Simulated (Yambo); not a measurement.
Material: BeTe (zinc blende, space group F-43m, No. 216); a = 3.9646 Å, b = 3.9646 Å, c = 3.9646 Å, α = 60.00°, β = 60.00°, γ = 60.00° (2 atoms in the cell). Cell and atoms were relaxed with PBEsol from Materials Project entry mp-252, within its symmetry.

With norm-conserving PBE (stringent potentials; Quantum ESPRESSO, 107 Ry, no spin-orbit coupling), the gap between the mesh's edge points (Γ → X) is 1.956 eV.

### Question
By how much does one-shot G0W0 (Yambo; 4×4×4 Γ-centred k mesh, bands 6 to 200 and a 15 Ry block in the screening, 200 bands in G with the Bruneval-Gonze terminator, plasmon pole fitted at 27.2 eV) open this gap, and what gap results?

### Answer
The correction is 0.876 eV, giving 2.832 eV, 1.4 times the PBE value.  Nearest settings tried, and what they do to the gap: 107 bands in G: +5 meV; 107 bands in W, 107 bands in G: -42 meV; 9 Ry block (169 vectors against 307): -30 meV. Not varied: mesh. So the settings aren't converged at that level. Spin-orbit coupling is left out, which matters for elements this heavy: edges can move by tenths of an eV.
